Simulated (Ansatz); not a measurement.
GaSb:
```
GaSb
1.0
    4.36743     0.00000     0.00000
   -2.18371     3.78230     0.00000
    0.00000     0.00000     9.49730
Ga Sb
3 3
Direct
  0.49990   0.00000   0.66667
  0.00000   0.49990   0.33333
  0.50010   0.50010   0.00000
  0.49994   0.00000   0.16667
  0.00000   0.49994   0.83333
  0.50006   0.50006   0.50000
```

Relaxed with DFT-r²SCAN in the program Ansatz with PAW potentials. Indices refer to the conventional cell of P6_222, a = 4.367 Å, b = 4.367 Å, c = 9.497 Å, α = 90.00°, β = 90.00°, γ = 120.00°.

Q: Simulate the powder diffraction pattern (Mo Kα, λ = 0.71073 Å; lines above 1 %) up to 2θ = 45°.

A: Simulated powder pattern, Mo Kα, λ = 0.71073 Å (kinematic, ideal powder, no thermal factors, no anomalous dispersion; the 30 strongest lines at most, above 1 %, up to 2θ = 45°):

```
2θ (°)  d (Å)  I/Imax (%)         hkl
------  -----  ----------  ----------
10.78   3.782          23  (1 0 -1 0)
11.61   3.514         9.1  (1 0 -1 1)
12.89   3.166         2.6      (0003)
13.80   2.959         100  (1 0 -1 2)
18.73   2.184         5.6  (1 1 -2 0)
19.22   2.128         2.5  (1 1 -2 1)
20.36   2.011          36  (1 0 -1 4)
20.64   1.984          34  (1 1 -2 2)
21.66   1.891          34  (2 0 -2 0)
24.17   1.697         1.3  (1 0 -1 5)
25.29   1.624         2.6  (2 0 -2 3)
25.55   1.607          19  (1 1 -2 4)
25.95   1.583         6.6      (0006)
28.17   1.460         3.4  (1 0 -1 6)
28.79   1.430         3.2  (2 1 -3 0)
29.12   1.414         1.5  (2 1 -3 1)
30.09   1.369          22  (2 1 -3 2)
32.20   1.282         2.2  (1 1 -2 6)
33.74   1.225          15  (2 1 -3 4)
33.91   1.219         7.5  (3 0 -3 2)
34.05   1.214          17  (2 0 -2 6)
36.57   1.133         5.8  (1 0 -1 8)
37.22   1.114         5.4  (3 0 -3 4)
37.99   1.092         5.7  (2 2 -4 0)
39.14   1.061         2.3  (2 1 -3 6)
39.60   1.049         1.1  (3 1 -4 0)
39.84   1.043         4.3  (1 1 -2 8)
40.60   1.024         8.0  (3 1 -4 2)
43.47   0.960         6.2  (3 1 -4 4)
44.15   0.946         3.3  (4 0 -4 0)
```

The start of the workflow was typed in or built on a structure type; neither database checked (COD, Materials Project) lists it. It is not the phase usual at ambient conditions (space group No. 216). The r²SCAN relaxation kept the symmetry of its start; whether a distortion lowers the energy is not shown. Point labels and valley counts follow the cell and symmetry of the run, lower than the named group. Spin–orbit coupling is left out wherever it is not named.

Potentials: the earlier of the program's two PAW sets.
